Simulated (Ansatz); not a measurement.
## Magnetic orders of TiCl₂

The calculation used Ansatz, DFT PBEsol, scalar-relativistic, plane waves, PAW.

```
Ti Cl
1.0
     0.00000    3.05852    3.05852
     3.05852    0.00000    3.05852
     3.05852    3.05852    0.00000
Ti Cl
1 2
Direct
  0.00000 0.00000 0.00000
  0.25000 0.25000 0.25000
  0.75000 0.75000 0.75000
```

| Item | Value |
| --- | --- |
| plane-wave cutoff | 420 eV |
| Γ-centred k-mesh | 8×8×8 |
| occupation rule | Gaussian smearing, 0.02 eV |
| list of starting moments (μB, in atom order) | 1 0 0 |
| check for lower electronic states after the SCF | on |

Each order was relaxed in cell and atoms. A propagation vector, in units of the reciprocal vectors, doubles the cell, which takes an equally dense mesh. Site moments are spin moments in atom-centred spheres that scale with the neighbour distance. The states are those that the runs reached from these starts; a lower one can exist.

Problem. Starts tried: no spin; ferromagnetic; antiferromagnetic, doubled cell, propagation vector (0, 0, 1/2). Which state comes out lowest, and what are the moments?

Solution. The lowest state is ferromagnetic, reached from the start “ferromagnetic”, with site moments (μB) Ti +1.55.

```tsv
start	ends	energy above lowest (meV/atom)	site moments (μB)	gap on mesh (eV)	volume (Å³/atom)
no spin	non-magnetic	221	none over 0.05	metal	18.23
ferromagnetic	ferromagnetic	0.00	Ti +1.55	0.85	19.07
antiferromagnetic, doubled cell, propagation vector (0, 0, 1/2)	antiferromagnetic	9.95	Ti +1.49, Ti -1.49	0.96	19.10
```

Cost: 3 runs of about 1.2 core-minutes in all, on Arm Neoverse V2 (shared hosts).